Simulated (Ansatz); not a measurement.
RbBr:
```
CELL_PARAMETERS angstrom
      0.00000     3.50893     3.50893
      3.50893     0.00000     3.50893
      3.50893     3.50893     0.00000
ATOMIC_POSITIONS crystal
  Rb 0.00000 0.00000 0.00000
  Br 0.50000 0.50000 0.50000
```

Relaxed with PBE.

Question: Map the valence electron density (e/Å³), cut off at 1 on the plane through (0.000, 0.000, 0.000) spanned by u = [1, 0, 0] and v = [0, 1, -1] in lattice vectors, from PBE in the plane-wave PAW code Ansatz.

Answer: x is the fraction of u, y of v (the angle between them is 90°; rows are the nearest grid lines); atoms in the plane: Rb at (0.00, 0.00), Br at (0.50, 0.50).
```
y \ x   0.000  0.0800  0.200  0.280  0.360  0.440  0.560  0.640  0.720  0.800  0.920   1.00
------  -----  ------  -----  -----  -----  -----  -----  -----  -----  -----  -----  -----
1.00    0.859    1.00  0.622  0.100  0.021  0.012  0.012  0.021  0.100  0.622   1.00  0.859
0.920    1.00    1.00  0.448  0.081  0.025  0.019  0.019  0.025  0.081  0.448   1.00   1.00
0.840    1.00   0.941  0.182  0.058  0.047  0.059  0.059  0.047  0.058  0.182  0.941   1.00
0.760   0.254   0.190  0.071  0.076  0.135  0.210  0.210  0.135  0.076  0.071  0.190  0.254
0.680   0.042   0.040  0.065  0.163  0.401  0.715  0.715  0.401  0.163  0.065  0.040  0.042
0.600   0.014   0.020  0.095  0.320  0.894   1.00   1.00  0.894  0.320  0.095  0.020  0.014
0.520   0.011   0.019  0.119  0.446   1.00  0.553  0.553   1.00  0.446  0.119  0.019  0.011
0.480   0.011   0.019  0.119  0.446   1.00  0.553  0.553   1.00  0.446  0.119  0.019  0.011
0.400   0.014   0.020  0.095  0.320  0.894   1.00   1.00  0.894  0.320  0.095  0.020  0.014
0.320   0.042   0.040  0.065  0.163  0.401  0.715  0.715  0.401  0.163  0.065  0.040  0.042
0.240   0.254   0.190  0.071  0.076  0.135  0.210  0.210  0.135  0.076  0.071  0.190  0.254
0.160    1.00   0.941  0.182  0.058  0.047  0.059  0.059  0.047  0.058  0.182  0.941   1.00
0.0800   1.00    1.00  0.448  0.081  0.025  0.019  0.019  0.025  0.081  0.448   1.00   1.00
0.000   0.859    1.00  0.622  0.100  0.021  0.012  0.012  0.021  0.100  0.622   1.00  0.859
```

The density is the valence pseudo-density with augmentation charge, so density and ELF within about 1 Å of a nucleus are not all-electron values.

Space group Fm-3m (rock salt). The cell was relaxed with PBE under the symmetry of its start; phonons on a q-mesh show no instability.

Potentials: the later of the program's two PAW sets.
